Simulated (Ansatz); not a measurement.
Data:

H:
```
H
1.0
    1.42612    -2.33977     0.00000
    1.42612     2.33977     0.00000
    0.00000     0.00000     5.58426
H
4
Cartesian
  1.42612  -0.34320   5.41011
  1.42612   0.34320   0.17415
  1.42612   0.34320   2.61798
  1.42612  -0.34320   2.96628
```

This is the LDA-relaxed structure. Cartesian axes are those of the cell as given.

All from LDA (plane waves, PAW; program Ansatz), unless another level is named. Estimate the smallest direct gap on the standard path.

6.55 eV.

Give the band gap.

6.51 eV (indirect).

And the conduction-band minimum?

at Y (k = 0.500, 0.500, 0.000).

Space group Cmcm. The workflow started from a Materials Project entry (that database holds measured and hypothetical structures alike); the Crystallography Open Database copy checked does not list it. It is not the usual solid phase (space group No. 194). The LDA relaxation kept the symmetry of its start; whether a distortion lowers the energy is not shown. The substance is a gas or liquid at ambient conditions. A crystal of weakly bound units computed without a dispersion correction: the cell and the soft elastic constants depend strongly on that.

Potentials: the later of the program's two PAW sets.
